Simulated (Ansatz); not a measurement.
## Si₃N₄ at several levels of theory

One geometry, relaxed with PBE, and single points on it; plane waves with PAW potentials in Ansatz, scalar-relativistic unless the row names spin-orbit coupling. No spin polarisation. Meshes are on the primitive cell of 14 atoms. Gaps are the least over mesh and band path; pressure is positive in compression. Smearing is Gaussian, 0.02 eV.

```cif
data_structure
_symmetry_space_group_name_H-M 'Fd-3m:1'
_symmetry_Int_Tables_number 227
_cell_length_a 7.7892
_cell_length_b 7.7892
_cell_length_c 7.7892
_cell_angle_alpha 90.000
_cell_angle_beta 90.000
_cell_angle_gamma 90.000
_cell_volume 472.59
loop_
_atom_site_label
_atom_site_type_symbol
_atom_site_symmetry_multiplicity
_atom_site_Wyckoff_symbol
_atom_site_fract_x
_atom_site_fract_y
_atom_site_fract_z
_atom_site_occupancy
Si1 Si 16 d 0.37500 0.87500 0.12500 1
Si2 Si 8 a 0.25000 0.25000 0.25000 1
N1 N 32 e 0.36754 0.86754 0.36754 1
```

```json
{"level": "PBE", "cutoff (eV)": "420", "k mesh": "6×6×6", "gap (eV)": "3.34", "pressure (GPa)": "0.0", "rough cost with bands (core-min)": "1.1"}
{"level": "r2SCAN", "cutoff (eV)": "500", "k mesh": "6×6×6", "gap (eV)": "3.93", "pressure (GPa)": "-7.1", "rough cost with bands (core-min)": "1.7"}
{"level": "PBEsol", "cutoff (eV)": "420", "k mesh": "6×6×6", "gap (eV)": "3.22", "pressure (GPa)": "-5.3", "rough cost with bands (core-min)": "1.1"}
```

This form isn't the usual stable structure of the compound.